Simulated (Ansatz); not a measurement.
Suppose VPtC4N4 takes space group P-43m (No. 215), with V on 1a; Pt on 1b; C on 4e; N on 4e. Recipe of this trial structure of VPtC4N4: two interpenetrating cyanide-bridged diamond nets.

These are results of DFT PBE, scalar-relativistic, plane waves, PAW in Ansatz, not measurements. Cutoff 420 eV, Γ-centred mesh, Gaussian smearing, collinear spin.

The zero of energy is the elements' standard structures at the same level (N₂ as a molecule); no fitted shifts are applied.

**Question.** Which cell and coordinates does it relax to?

**Answer.**

Space group P-43m (No. 215). a = 6.005 Å, b = 6.005 Å, c = 6.005 Å, α = 90.00°, β = 90.00°, γ = 90.00°
```csv
atom,site,symmetry,x,y,z
V,1a,-43m,0.0000,0.0000,0.0000
Pt,1b,-43m,0.5000,0.5000,0.5000
C,4e,.3m,0.1915,0.1915,0.1915
N,4e,.3m,0.3049,0.3049,0.3049
```

V is surrounded by 4 C at 1.99 Å; around Pt lie 4 N at 2.03 Å; around C lie 1 N at 1.18 Å and 1 V at 1.99 Å; N has 1 C at 1.18 Å and 1 Pt at 2.03 Å. Another local minimum with the same sites may exist.

**Question.** And its energy and gap?

**Answer.** The energy over the elements is +0.68 eV/atom, the gap on the 6×6×6 mesh of the 10-atom cell is 0 eV (a metal) and the net moment per atom is 0.10 μB. The moment by site is V 1.1; Pt -0.4 μB. The separate elements lie lower, so it is unstable against them.

The last run used collinear spin and Gaussian smearing of 0.10 eV. Spin–orbit coupling, which can matter for Pt, is left out. The reference form of C is held partly by dispersion forces, which this level lacks. The magnetic state reached may not be the lowest. A structure relaxed within its symmetry needn't be a true minimum. Site moments count only spheres around the atoms; the net moment includes the space between them.
